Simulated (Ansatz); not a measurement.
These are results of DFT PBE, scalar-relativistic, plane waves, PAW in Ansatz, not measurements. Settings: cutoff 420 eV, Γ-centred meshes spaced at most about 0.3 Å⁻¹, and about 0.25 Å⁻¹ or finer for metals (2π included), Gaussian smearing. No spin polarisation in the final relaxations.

These are static total energies at zero pressure.

Two relaxed structures of CdS3:

A.

```
CELL_PARAMETERS angstrom
2.83122 0.00000 0.00000
0.00000 2.83122 0.00000
0.00000 0.00000 11.44141
ATOMIC_POSITIONS crystal
Cd 0.00000 0.00000 0.00000
S 0.50000 0.50000 0.82659
S 0.00000 0.00000 0.50000
S 0.50000 0.50000 0.17341
```

B.

```
CELL_PARAMETERS angstrom
7.09783 0.00000 0.00000
-3.54891 6.14690 0.00000
0.00000 0.00000 3.52266
ATOMIC_POSITIONS crystal
Cd 0.66667 0.33333 0.25000
Cd 0.33333 0.66667 0.75000
S 0.15700 0.31400 0.25000
S 0.84300 0.15700 0.75000
S 0.68600 0.84300 0.25000
S 0.84300 0.68600 0.75000
S 0.15700 0.84300 0.25000
S 0.31400 0.15700 0.75000
```

Task: Which is lower in energy, and by how much?

Result: B is lower, by 276 meV/atom. A has space group P4/mmm (No. 123), 22.9 Å³/atom and no gap on its mesh; B has space group P6_3/mmc (No. 194), 19.2 Å³/atom and no gap. Counting S atoms around Cd (those within 1.25 times the shortest such distance or 1.15 times the sum of covalent radii), A has Cd 8 and B has Cd 6. Even the lower one lies +0.37 eV/atom against the reference forms of the elements (uncorrected), so neither is stable at this level. Both come from invented guesses.

No dispersion correction is applied, so the spacing and binding between layers, chains or molecules are poorly described (P4/mmm), and this can change margins and order among such cells. Cells relaxed within their symmetry can be saddle points.
